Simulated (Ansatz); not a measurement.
## P: course of a relaxation

These are results of Ansatz 0.2.0, DFT r2SCAN, scalar-relativistic, plane waves, PAW, not measurements. (500 eV cutoff, 8×1×6 k-mesh, Gaussian smearing of 0.02 eV, no spin polarisation)

What was changed: equal strain along all axes, cell held, atoms relaxed: -1.5 %.

Command:

```bash
ansatz run input.yaml --threads 1 --pin off --max-ram 2560MiB --backend cpu --events-out ev --progress --plain --runs-dir out
```

Input:

```yaml
crystal:
  lattice:
    - [3.2411277633, 0.0, 0.0]
    - [0.0, 34.3357215386, 0.0]
    - [0.0, 0.0, 4.5665861109]
  atoms:
    - { symbol: P, position: [0.0, 0.9701265427, 0.5914832093] }
    - { symbol: P, position: [0.0, 0.0298734573, 0.4085167907] }
    - { symbol: P, position: [0.5, 0.0298734573, 0.0914832093] }
    - { symbol: P, position: [0.5, 0.9701265427, 0.9085167907] }
basis:
  ecutwfc: 500
kpoints:
  mp_grid: { grid: [8, 1, 6] }
hamiltonian:
  xc: r2scan
scf:
  occupations: { method: gaussian, width: 0.02 }
output:
  forces: true
  stress: true
  eigenvalues: true
relax:
  adjacent_minimum: "off"
  f_tol: 0.008
  max_steps: 40
```

F is the free energy.

Steps:

```csv
step,F − F(1) (eV),largest force component (eV/Å)
1,0.0000,0.322
2,-0.0187,0.116
3,-0.0212,0.005
4,-0.0212,0.005
```

Relaxed structure:

```xyz
4
Lattice="3.2411 0.0000 0.0000 0.0000 34.3357 0.0000 0.0000 0.0000 4.5666" Properties=species:S:1:pos:R:3 pbc="T T T"
P     0.0000   33.2878    2.6874
P     0.0000    1.0479    1.8792
P     1.6206    1.0479    0.4041
P     1.6206   33.2878    4.1625
```

The structure is orthorhombic, space group Pmna (No. 53). Conventional cell: a = 3.241 Å, b = 34.336 Å, c = 4.567 Å, α = 90.00°, β = 90.00°, γ = 90.00°. P (site symmetry m) has 3 P at 2.19 to 2.25 Å as nearest neighbours.

The run converged. It took 89 s on 1 thread of Arm Neoverse V2 (shared host), peak memory 1.5 GiB.